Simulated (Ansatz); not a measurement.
**Ansatz 0.2.0, settings compared: Ba**

Input:

```yaml
crystal:
  lattice:
    - [-2.498624, 2.498624, 2.498624]
    - [2.498624, -2.498624, 2.498624]
    - [2.498624, 2.498624, -2.498624]
  atoms:
    - { symbol: Ba, position: [0.0, 0.0, 0.0] }
  symmetry: { tolerance: 0.0003 }
kpoints:
  mp_grid: { grid: [5, 5, 5], shift: [0, 0, 0] }
magnetization:
  spin_polarized: false
scf:
  occupations: { method: fermi_dirac }
hamiltonian:
  pseudopotentials: { kind: paw }
  xc: pbe
basis:
  ecutwfc: 420
output:
  forces: true
  stress: true
  eigenvalues: true
  write_density: true
  write_potential: true
  elf: true
  volumetric_format: npy
relax:
  max_steps: 40
  cell: {}
```

The command:

```bash
ansatz run input.yaml --threads 1 --pin off --max-ram 2560MiB --backend cpu --events-out ev --progress --plain --runs-dir out
```

Origin of the cell: a database entry, scaled a little.

The smearing width isn't typed, so it takes its default of 0.1 eV.

Output of this run (shortened):

```
Pseudopotentials: kind: paw
Pseudopotential: Ba, paw, valence charge 10, recommended cutoff 420 eV (normal), Ba.paw.azcp
Functional definition: PBE
  exchange = pbe_x(kappa = kappa, mu = beta*pi^2/3)
  correlation = pbe_c(beta = beta)
Crystal: 1 atoms, lattice volume = 62.397 Å³
Basis set: ecut = 420 eV, 1205 PW (Γ), exchange–correlation on 60×60×60 points (8 copies of the dense FFT grid, shifted against one another)
Bands: 9, of which v1, the nominal top of the filled ones, is band 5 counted from 1 (4 counted from 0)
Symmetry: 48 space group operations
Space group: Im-3m (ITA 229), of the structure as read, at distance tolerance 1.2e-3 Å
k-points: 10 of 125
Initial density: superposition of atomic densities (neutral atoms: chi_scale 0, normalization atom), corrected by the library's trained network
Functional: x = pbe(κ = 0.804, μ = 0.219515), c = pbe(β = 0.066725)
SCF iter   1: F=—  HF=-5949.566788 eV  Δρ=9.07e-4  dr2=7.87e-4
SCF iter   2: F=—  HF=-5949.566771 eV  Δρ=6.49e-4  dr2=4.38e-4
SCF iter   3: F=—  HF=-5949.566765 eV  Δρ=1.29e-4  dr2=1.25e-5
SCF iter   4: F=—  HF=-5949.566769 eV  Δρ=6.70e-5  dr2=1.95e-6
SCF iter   5: F=—  HF=-5949.566770 eV  Δρ=1.08e-5  dr2=1.04e-7
SCF iter   6: F=-5949.566770 eV  HF=-5949.566770 eV  Δρ=2.12e-6  dr2=3.84e-9
relax step   1: F+E_penalty+E_count = -5949.566770 eV  Δ(F+E_penalty+E_count) = +0.000e0 eV  max|allowed force component| = 0.000e0 eV/Å  Δτ_max = 0.0000 Å  P = +0.049 GPa  Ω = 62.397 Å³  (6 […]
relax step   2: F+E_penalty+E_count = -5949.566770 eV  Δ(F+E_penalty+E_count) = -8.686e-10 eV  max|allowed force component| = 0.000e0 eV/Å  Δτ_max = 0.0000 Å  P = +0.049 GPa  Ω = 62.397 Å³  stress off target by 4.93e-2 GPa […]
SCF 2 converged in 5 iterations: F = -5949.566770 eV  dr2 = 1.33e-12
basis re-selected at this cell: Δ(F+E_penalty+E_count) = -8.686e-10 eV, ΔP = +0.000 GPa vs the last step (what re-selecting the basis moved, of the pressure what is left beyond the Pulay corr […]
SCF converged after 5 iterations
Free energy (F): -5949.566770 eV
Harris-Foulkes:  -5949.566770 eV  (|F-HF|=0.00e0)
Internal energy: -5949.527922 eV  (E = F + TS)
E sigma→0 (E₀):  -5949.547346 eV
Entropy (-TS):   -0.038848 eV (-38.848 meV/atom)
Fermi energy:    5.957767 eV
--- Per-component energies (eV) ---
  E_band       = -84.012069
  E_kinetic    = 166.475724
  E_local      = -374.625438  (includes V_loc(G=0)·N_el)
  E_nonlocal   = 57.108186
  E_hartree    = 118.211461
  E_xc         = -166.541737
  E_vxc        = -133.624074  (∫ρ·V_xc dr)
  E_paw        = -5225.830812  (= ΣΔE_a)
  E_vpaw       = -35.769407  (= ΣTr[D̂ρ^β])
  E_aug_tail   = -0.000002  (compensation charges beyond the density's cutoff)
  E_ewald      = -524.325304
  E_smearing   = -0.038848  (= −TS)
  Σ components = -5949.566770   (vs F -5949.566770, Δ=0.00e0)
--- Forces (eV/Å), atoms counted from 1 ---
  atom   1  Ba     0.000000    -0.000000    -0.000000
  max |Σ_I F_I| component: 0.0 eV/Å
--- Stress (GPa, compression-positive) ---
        0.049298      -0.000000      -0.000000
        0.000000       0.049298       0.000000
        0.000000       0.000000       0.049298
  P = ⅓ Tr σ = 0.0493 GPa (0.493 kbar)
--- Relaxed structure (1 steps of the walk, 1 accepted, 1 SCFs on fresh bases) ---
  F+E_penalty+E_count = -5949.566770 eV   max|allowed force component| = 0.000e0 eV/Å   (the final SCF, on the basis selected at the relaxed cell)
  cell:  # Å, volume = 62.3969 Å³
    - [-2.498624, 2.498624, 2.498624]
    - [2.498624, -2.498624, 2.498624]
    - [2.498624, 2.498624, -2.498624]
  atoms:
    - { symbol: Ba, position: [0.0, 0.0, 0.0] }
```

The same input was run again with these changes:

1. `scf.n_extra_bands` default → 8; `scf.mixing.preconditioner` default → ldos
2. `scf.algorithm` default → direct_min
3. `basis.xc_grid` default → 2
4. `hamiltonian.dispersion` default → d4; `scf.occupations.method` fermi_dirac → gaussian; `scf.occupations.width` default → 0.15

```
 run        end  SCF iterations  volume (Å³/atom)  max force component (eV/Å)  moment (μB)  ΔE(σ→0) (meV/atom)
base  converged              11             62.40                       0.000            –                   0
   1  converged               9             62.40                       0.000            –                0.00
   2  converged               9             62.40                       0.000            –                0.00
   3  converged              11             62.40                       0.000            –                0.00
   4  converged              99             60.92                       0.000            –                   –
```

Energies are compared only where functional, datasets, charge and starting cell are the same.

Caveats of the base run: the k mesh is coarse if the cell is a metal; the relaxation held the start's symmetry, so the end may be a saddle point.

Run 4: the relaxed geometry lies near a switch of the dispersion coefficients.

The base run took 0.93 s of wall time on 1 CPU thread(s) of a shared host, from the program's own first density.
